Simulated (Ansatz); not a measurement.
# Sensitivity of the gradients in K₃LuV₂O₈ to the input

This input was run with Ansatz:

```yaml
crystal:
  lattice:
    - [5.855000546, 0.0, 0.0]
    - [-2.927500273, 5.070579212, 0.0]
    - [0.0, 0.0, 7.578]
  atoms:
    - { symbol: K, position: [0.0, 0.0, 0.0] }
    - { symbol: K, position: [0.6666666667, 0.3333333333, 0.7058] }
    - { symbol: K, position: [0.3333333333, 0.6666666667, 0.2942] }
    - { symbol: Lu, position: [0.0, 0.0, 0.5] }
    - { symbol: V, position: [0.6666666667, 0.3333333333, 0.2541] }
    - { symbol: V, position: [0.3333333333, 0.6666666667, 0.7459] }
    - { symbol: O, position: [0.6666666667, 0.3333333333, 0.036] }
    - { symbol: O, position: [0.3333333333, 0.6666666667, 0.964] }
    - { symbol: O, position: [0.3485, 0.17425, 0.3298] }
    - { symbol: O, position: [0.82575, 0.17425, 0.3298] }
    - { symbol: O, position: [0.82575, 0.6515, 0.3298] }
    - { symbol: O, position: [0.17425, 0.3485, 0.6702] }
    - { symbol: O, position: [0.17425, 0.82575, 0.6702] }
    - { symbol: O, position: [0.6515, 0.82575, 0.6702] }
kpoints:
  mp_grid: { grid: [5, 5, 3] }
scf:
  occupations: { method: fermi_dirac, width: 0.02 }
  n_extra_bands: 1
hamiltonian:
  xc: pbe
  pseudopotentials: { kind: paw }
output:
  forces: true
  stress: true
  populations: true
  efg:
    quadrupole_moments_barn: { K: 0.0603, Lu: 3.49, V: -0.052, O: -0.02558 }
    contact_densities: true
total_charge: 1
```

It converged. Of its output the block on the nuclei alone is shown, without the SCF iterations, energies, forces and stress (one atom of each set):

```
--- PAW observables at the nuclei: V_zz in 10²¹ V/m², potentials from the cell's mean, atoms counted from 1 ---
  atom   1  K  V_zz =    -0.927353   η = 0.0000   by run symmetry: allowed   C_q = -1.3521 MHz
            electrostatic potential = -2066.059316 V   contact ρ = 34765.892954 e/Å³
  atom   2  K  V_zz =    -0.739631   η = 0.0000   by run symmetry: allowed   C_q = -1.0784 MHz
            electrostatic potential = -2066.490281 V   contact ρ = 34766.737477 e/Å³
  atom   4  Lu V_zz =    -2.905617   η = 0.0000   by run symmetry: allowed   C_q = -245.1987 MHz
            electrostatic potential = -13862.900443 V   contact ρ = 6964828.070170 e/Å³
  atom   5  V  V_zz =    -1.325931   η = 0.0000   by run symmetry: allowed   C_q = +1.6672 MHz
            electrostatic potential = -2687.003444 V   contact ρ = 66022.606035 e/Å³
  atom   7  O  V_zz =    -2.530949   η = 0.0000   by run symmetry: allowed   C_q = +1.5654 MHz
            electrostatic potential = -621.175423 V   contact ρ = 2160.727130 e/Å³
  atom   9  O  V_zz =    -0.629792   η = 0.2625   by run symmetry: allowed   C_q = +0.3895 MHz
            electrostatic potential = -621.077138 V   contact ρ = 2158.306095 e/Å³
```

Problem. Can these gradients be trusted, and how do they compare with a run on standard settings?

Solution. Only as results of these settings. Against the standard input the change is `scf.n_extra_bands`: not typed → 1; `total_charge`: not typed → 1. A site carries the number of its first atom; V_zz in 10²¹ V/m².

| site | atom | V_zz standard | η standard | V_zz here | η here |
| --- | --- | --- | --- | --- | --- |
| K1 | 1 | -1.12 | 0.00 | -0.93 | 0.00 |
| K2 | 2 | -0.78 | 0.00 | -0.74 | 0.00 |
| Lu | 4 | -2.94 | 0.00 | -2.91 | 0.00 |
| V | 5 | -1.30 | 0.00 | -1.33 | 0.00 |
| O7 | 7 | 0.21 | 0.00 | -2.53 | 0.00 |
| O9 | 9 | -1.64 | 0.90 | -0.63 | 0.26 |

The largest change of V_zz along a kept axis is on O7, from 0.21 to -2.53. In per cent, |V_zz| changes by -1 on Lu (all sites that start above 2). V_zz changes sign on O7 (same axis). On O9 the largest principal value lies along another axis in the second run, so the two V_zz can't be compared directly. The changed cell holds a charge of +1 on a uniform background, so it isn't the neutral crystal. It has an odd number of electrons and no spin polarisation, so the extra carrier is shared by both spins and spread out, where a real one carries spin and can localise. The gap no longer holds the Fermi energy in the changed run, so its gradients also hang on the k-mesh and the smearing. SCF iterations: 10 and 17.

On the reference run: The calculated pressure of 5 GPa (PBE) comes partly from the unrelaxed atoms: it is 1.9 GPa once they are relaxed in the same cell. The largest force is 0.8 eV/Å, so the atoms aren't at the calculated equilibrium and relaxing them would move these values. Without spin–orbit coupling the gradients at and beside Lu can be off by some per cent, at some sites by more.
